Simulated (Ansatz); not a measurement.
Ga₂Se₃:
```cif
data_Ga4Se6
_chemical_formula_sum 'Ga4 Se6'
_space_group_name_H-M_alt 'Imm2'
_space_group_IT_number 44
_space_group_name_Hall 'I 2 -2'
_cell_length_a 3.78725
_cell_length_b 11.36893
_cell_length_c 5.44508
_cell_angle_alpha 90.000
_cell_angle_beta 90.000
_cell_angle_gamma 90.000
loop_
_atom_site_label
_atom_site_type_symbol
_atom_site_symmetry_multiplicity
_atom_site_Wyckoff_symbol
_atom_site_fract_x
_atom_site_fract_y
_atom_site_fract_z
_atom_site_occupancy
Ga1 Ga 4 d 0.00000 0.33990 0.00981 1
Se1 Se 4 d 0.00000 0.15432 0.22729 1
Se2 Se 2 b 0.00000 0.50000 0.27580 1
```
(The calculation used a cell of 5 atoms; values per cell refer to that cell.)

Relaxed with LDA.

Task: Which orbitals make up the states near the band edges in plane-wave PAW LDA (Ansatz code)?

Result: Top 1 eV of the valence band: Se 4p 94 %. Bottom 1 eV of the conduction band: Se 4p 37 %, Ga 4s 36 %, Ga 4p 14 %, Se 4s 7 %, outside the projected shells 6 %. Projections are on Löwdin-orthogonalised atomic valence shells; empty p or d shells of many metals are not among them.

Task: Tabulate the density of states.

Result: States/eV per cell of 5 atoms, in 0.25 eV bins, energy from the valence-band maximum.

```csv
E (eV),total,Se 4p,Ga 4p,Ga 4s
-7.85,0.00,0.00,0.00,0.00
-7.60,1.41,0.64,0.04,0.70
-7.35,4.85,2.20,0.25,2.15
-7.10,2.79,1.28,0.16,1.11
-6.85,1.41,0.65,0.09,0.52
-6.60,0.94,0.43,0.05,0.33
-6.35,1.46,0.69,0.10,0.47
-6.10,1.76,0.87,0.14,0.51
-5.85,0.93,0.48,0.07,0.25
-5.60,0.45,0.23,0.03,0.11
-5.35,0.00,0.00,0.00,0.00
-5.10,0.44,0.28,0.13,0.01
-4.85,2.67,1.75,0.79,0.04
-4.60,3.23,2.16,0.92,0.06
-4.35,2.79,1.90,0.73,0.07
-4.10,3.06,2.14,0.71,0.10
-3.85,3.43,2.47,0.74,0.10
-3.60,3.98,2.96,0.82,0.08
-3.35,4.91,3.75,0.93,0.08
-3.10,4.13,3.30,0.67,0.06
-2.85,3.13,2.52,0.44,0.06
-2.60,2.86,2.28,0.38,0.06
-2.35,3.83,3.06,0.52,0.05
-2.10,4.02,3.26,0.50,0.04
-1.85,3.82,3.18,0.41,0.03
-1.60,2.44,2.10,0.20,0.02
-1.35,2.09,1.88,0.11,0.01
-1.10,1.67,1.54,0.06,0.01
-0.85,1.12,1.04,0.04,0.01
-0.60,1.19,1.11,0.05,0.01
-0.35,0.90,0.85,0.03,0.00
-0.10,0.28,0.27,0.00,0.00
0.15,0.00,0.00,0.00,0.00
0.40,0.00,0.00,0.00,0.00
0.65,0.01,0.00,0.00,0.00
0.90,0.09,0.03,0.01,0.04
1.15,0.50,0.18,0.07,0.18
1.40,1.85,0.71,0.26,0.64
1.65,2.82,1.07,0.48,0.89
1.90,4.32,1.65,0.82,1.30
2.15,3.61,1.34,0.81,0.98
2.40,3.04,1.12,0.74,0.77
2.65,1.78,0.59,0.57,0.32
2.90,1.71,0.45,0.76,0.14
3.15,2.06,0.49,1.03,0.11
3.40,2.56,0.58,1.37,0.09
3.65,2.75,0.65,1.48,0.09
3.90,2.03,0.47,1.06,0.09
4.15,3.84,0.87,2.02,0.14
4.40,3.46,0.74,1.90,0.10
4.65,3.11,0.60,1.69,0.08
4.90,2.08,0.39,1.14,0.04
5.15,2.31,0.47,1.21,0.06
```

The workflow started from a Materials Project entry (that database holds measured and hypothetical structures alike); the Crystallography Open Database copy checked does not list it. COD files the formula under space group No. 9. Whether it is the stable phase at ambient conditions was not checked. The cell was relaxed with LDA under the symmetry of its start; its stability against distortions is not shown here. Spin–orbit coupling is left out wherever it is not named.

Potentials: the later of the program's two PAW sets.
